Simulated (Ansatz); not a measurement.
Ru:
```
CELL_PARAMETERS angstrom
      2.67876     0.00000     0.00000
     -1.33938     2.31988     0.00000
      0.00000     0.00000     8.60696
ATOMIC_POSITIONS crystal
  Ru 0.00000 0.00000 0.00000
  Ru 0.66667 0.33333 0.25000
  Ru 0.00000 0.00000 0.50000
  Ru 0.33333 0.66667 0.75000
```

Relaxed with PBEsol. Special points in fractions of this cell's reciprocal vectors: Γ (0.000, 0.000, 0.000); M (0.500, 0.000, 0.000); K (0.333, 0.333, 0.000); A (0.000, 0.000, 0.500); L (0.500, 0.000, 0.500); H (0.333, 0.333, 0.500).

### Question
List the band energies nearest the Fermi level at these points for PBEsol in the plane-wave PAW code Ansatz.

### Answer
In eV from the Fermi level; about four levels below and three above (degenerate sets whole), none deeper than 8.9 eV; … stands for higher levels left out; points with the same levels are listed once.

```tsv
k	below	above
Γ	-0.80 -0.80 -0.06 -0.06	0.64 0.64 1.13
M	-2.29 -1.61 -0.99 -0.93	1.54 1.67 1.69
K	-2.75 -2.75 -2.73 -1.14 -1.14	0.14 0.14 1.04
A	-0.37 -0.37 -0.37 -0.37	…
L	-0.88 -0.88 -0.30 -0.30	0.91 0.91 1.71 1.71
H	-1.12 -1.12 -0.26 -0.26	1.22 1.22 1.56 1.56
```

Space group P6_3/mmc (dhcp (α-La type)). The start of the workflow was typed in or built on a structure type. Its sites differ from those of the usual phase in this space group: another stacking or structure type. The cell was relaxed with PBEsol under the symmetry of its start; of distortions, only those at the zone centre were tested. The run is not spin-polarised. Scalar-relativistic: spin–orbit coupling is off unless named, which matters more the heavier the elements.

Potentials: the later of the program's two PAW sets.
